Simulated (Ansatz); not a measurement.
The relaxed structure here is a generated cell of ZrN: the first start was made by placing the elements on the sites of a structure type, and the end was not matched to a known phase here, so it may be hypothetical. Known forms of ZrN include space group No. 225.

A relaxed structure of ZrN. Space group Pm-3m (No. 221), CsCl type. The numbers are results of PBEsol (plane waves to 420 eV, PAW, scalar-relativistic; Ansatz, a first-principles code), not measurements.

```cif
data_NZr
_chemical_formula_sum 'Zr1 N1'
_space_group_name_H-M_alt 'P 1'
_space_group_IT_number 1
_cell_length_a 2.80715
_cell_length_b 2.80715
_cell_length_c 2.80715
_cell_angle_alpha 90.000
_cell_angle_beta 90.000
_cell_angle_gamma 90.000
loop_
_space_group_symop_operation_xyz
  'x, y, z'
loop_
_atom_site_label
_atom_site_type_symbol
_atom_site_fract_x
_atom_site_fract_y
_atom_site_fract_z
_atom_site_occupancy
Zr1 Zr 0.00000 0.00000 0.00000 1
N1 N 0.50000 0.50000 0.50000 1
```

- Volume per atom: 11.06 Å³
- Density: 7.90 g/cm³
- Band gap: no gap (metallic)
- Shortest distances: N–Zr 2.43 Å; N–N 2.81 Å; Zr–Zr 2.81 Å
- k-mesh: 16×16×16

Band energies at high-symmetry points (eV from the Fermi level; labels of this space group; no spin-orbit coupling), from −5 eV up to 2.5 eV:

| point | energies |
|---|---|
| Γ | -2.51 -2.51 -0.71 -0.71 -0.71 |
| X | -2.49 -2.49 -1.34 |
| M | -3.43 -3.43 -0.79 -0.30 |
| R | – |

No spin polarisation in the result. The relaxed primitive cell holds an odd number of electrons. A magnetic state may lie lower.

The run could not lose the symmetry of its start: the end is stationary, and may be a saddle point rather than a minimum.

All atoms sit on sites fixed by symmetry, so only the cell could relax.
